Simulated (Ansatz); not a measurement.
Consider the following.

CdSiP2:
```cif
data_Cd4P8Si4
_chemical_formula_sum 'Cd4 Si4 P8'
_space_group_name_H-M_alt 'I-42d'
_space_group_IT_number 122
_space_group_name_Hall 'I -4 2bw'
_cell_length_a 5.72394
_cell_length_b 5.72394
_cell_length_c 10.58183
_cell_angle_alpha 90.000
_cell_angle_beta 90.000
_cell_angle_gamma 90.000
loop_
_atom_site_label
_atom_site_type_symbol
_atom_site_symmetry_multiplicity
_atom_site_Wyckoff_symbol
_atom_site_fract_x
_atom_site_fract_y
_atom_site_fract_z
_atom_site_occupancy
Cd1 Cd 4 a 0.00000 0.00000 0.00000 1
Si1 Si 4 b 0.00000 0.00000 0.50000 1
P1 P 8 d 0.25000 0.20444 0.37500 1
```
(The calculation used a cell of 8 atoms; values per cell refer to that cell.)

This is the PBE-relaxed structure.

### Question
All from DFT-PBE in the program Ansatz with PAW potentials, unless another level is named. Predict the Debye temperature from the elastic constants.

### Answer
379 K.

### Question
Give the highest zone-centre frequency (without LO–TO term).

### Answer
458 cm⁻¹.

Symmetry was held in the PBE relaxation.

Potentials: the later of the program's two PAW sets.
